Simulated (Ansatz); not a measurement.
Ga3Pt2:
```yaml
crystal:
  lattice:
    - [4.24546, 0.00000, 0.00000]
    - [-2.12273, 3.67668, 0.00000]
    - [0.00000, 0.00000, 5.21386]
  atoms:
    - { symbol: Pt, position: [0.33333, 0.66667, 0.16255] }
    - { symbol: Pt, position: [0.66667, 0.33333, 0.83745] }
    - { symbol: Ga, position: [0.00000, 0.00000, 0.00000] }
    - { symbol: Ga, position: [0.33333, 0.66667, 0.64305] }
    - { symbol: Ga, position: [0.66667, 0.33333, 0.35695] }
```

Relaxed with PBEsol. Special points in fractions of this cell's reciprocal vectors: Γ (0.000, 0.000, 0.000); M (0.500, 0.000, 0.000); K (0.333, 0.333, 0.000); A (0.000, 0.000, 0.500); L (0.500, 0.000, 0.500); H (0.333, 0.333, 0.500).

List the band energies nearest the Fermi level at these points for PBEsol in the plane-wave PAW code Ansatz.

In eV from the Fermi level; about four levels below and three above (degenerate sets whole), none deeper than 8.9 eV; points with the same levels are listed once.

```tsv
k	below	above
Γ	-2.40 -2.40 -2.02 -1.60	1.70 1.90 1.90
M	-2.31 -2.30 -2.28 -1.67	1.37 1.68 3.33
K	-3.00 -3.00 -0.90 -0.90	1.34 1.96 1.96
A	-2.95 -2.95 -2.57 -2.57 -0.57	2.52 2.54 2.54
L	-2.63 -2.58 -1.52 -0.10	1.96 2.18 2.90
H	-2.69 -2.69 -2.18 -2.07 -2.07	0.44 5.52 5.66 5.66
```

Space group P-3m1 (La2O3 or Ni2Al3 type). The workflow started from an entry of the Crystallography Open Database (COD). Its standing as an ambient phase is unchecked. The PBEsol relaxation kept the symmetry of its start; of distortions, only those at the zone centre were tested. The run is not spin-polarised. Scalar-relativistic: spin–orbit coupling is off unless named, which matters more the heavier the elements.

Potentials: the later of the program's two PAW sets.
